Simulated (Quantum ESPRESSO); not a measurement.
Band energies of TiO2

```
TiO2
1.0
    4.59984     0.00000     0.00000
    0.00000     4.59984     0.00000
    0.00000     0.00000     2.95921
O Ti
4 2
Direct
  0.69568   0.69568   0.50000
  0.30432   0.30432   0.50000
  0.80432   0.19568   0.00000
  0.19568   0.80432   0.00000
  0.50000   0.50000   0.00000
  0.00000   0.00000   0.50000
```

LDA (Quantum ESPRESSO, PseudoDojo norm-conserving, 84 Ry, no spin-orbit coupling); path ΓXMΓZRAZ,XR,MA; energies in eV from the valence-band maximum.

| k (1/Å) | point | band 20 | band 21 | band 22 | band 23 | band 24 | band 25 | band 26 | band 27 |
|---|---|---|---|---|---|---|---|---|---|
| 0.00 | Γ | -2.01 | -0.72 | -0.47 | -0.47 | 0.00 | 1.80 | 2.07 | 2.35 |
| 0.46 |  | -2.04 | -1.91 | -1.29 | -0.90 | -0.41 | 2.25 | 2.48 | 2.82 |
| 0.68 | X | -3.10 | -1.67 | -1.67 | -0.75 | -0.75 | 2.47 | 2.47 | 2.99 |
| 0.91 |  | -2.58 | -1.59 | -1.59 | -0.94 | -0.94 | 2.34 | 2.34 | 2.86 |
| 1.37 | M | -2.23 | -1.32 | -1.32 | -1.10 | -1.10 | 1.84 | 1.84 | 2.48 |
| 1.56 |  | -1.86 | -1.50 | -1.47 | -1.30 | -0.94 | 1.85 | 2.10 | 2.48 |
| 1.95 |  | -1.94 | -1.51 | -1.07 | -0.95 | -0.27 | 1.88 | 2.47 | 2.48 |
| 2.33 | Γ | -2.01 | -0.72 | -0.47 | -0.47 | 0.00 | 1.80 | 2.07 | 2.35 |
| 2.51 |  | -2.23 | -1.03 | -0.62 | -0.62 | -0.03 | 1.99 | 2.15 | 2.30 |
| 2.86 |  | -1.80 | -1.80 | -1.52 | -1.52 | -0.48 | 2.18 | 2.49 | 2.79 |
| 3.22 |  | -2.56 | -2.56 | -1.69 | -1.48 | -1.48 | 2.58 | 2.91 | 3.25 |
| 3.39 | Z | -2.79 | -2.43 | -2.43 | -1.44 | -1.44 | 2.95 | 2.95 | 3.14 |
| 3.73 |  | -2.67 | -1.83 | -1.83 | -1.64 | -1.64 | 2.41 | 2.41 | 3.16 |
| 4.08 | R | -2.42 | -2.07 | -2.07 | -1.05 | -1.05 | 1.84 | 1.84 | 3.17 |
| 4.59 |  | -2.74 | -1.37 | -1.37 | -0.75 | -0.75 | 2.38 | 2.38 | 3.18 |
| 4.76 | A | -2.76 | -1.31 | -1.31 | -0.68 | -0.68 | 2.55 | 2.55 | 3.19 |
| 4.92 |  | -2.72 | -1.39 | -1.33 | -0.79 | -0.71 | 2.28 | 2.58 | 3.13 |
| 5.40 |  | -2.60 | -2.16 | -1.79 | -1.72 | -1.43 | 2.33 | 2.84 | 3.15 |
| 5.73 | Z | -2.79 | -2.43 | -2.43 | -1.44 | -1.44 | 2.95 | 2.95 | 3.14 |
| 5.73 | X | -3.10 | -1.67 | -1.67 | -0.75 | -0.75 | 2.47 | 2.47 | 2.99 |
| 5.90 |  | -2.89 | -1.94 | -1.94 | -0.69 | -0.69 | 2.54 | 2.54 | 3.01 |
| 6.43 |  | -2.74 | -1.86 | -1.86 | -1.03 | -1.03 | 2.22 | 2.22 | 3.21 |
| 6.79 | R | -2.42 | -2.07 | -2.07 | -1.05 | -1.05 | 1.84 | 1.84 | 3.17 |
| 6.79 | M | -2.23 | -1.32 | -1.32 | -1.10 | -1.10 | 1.84 | 1.84 | 2.48 |
| 7.09 |  | -2.09 | -1.98 | -1.98 | -1.37 | -1.37 | 2.20 | 2.20 | 2.61 |
| 7.39 |  | -2.12 | -1.72 | -1.72 | -1.21 | -1.21 | 2.77 | 2.77 | 2.90 |
| 7.85 | A | -2.76 | -1.31 | -1.31 | -0.68 | -0.68 | 2.55 | 2.55 | 3.16 |

The LDA gap is direct, 1.80 eV at Γ.

Geometry of the Materials Project entry, not relaxed at this level.
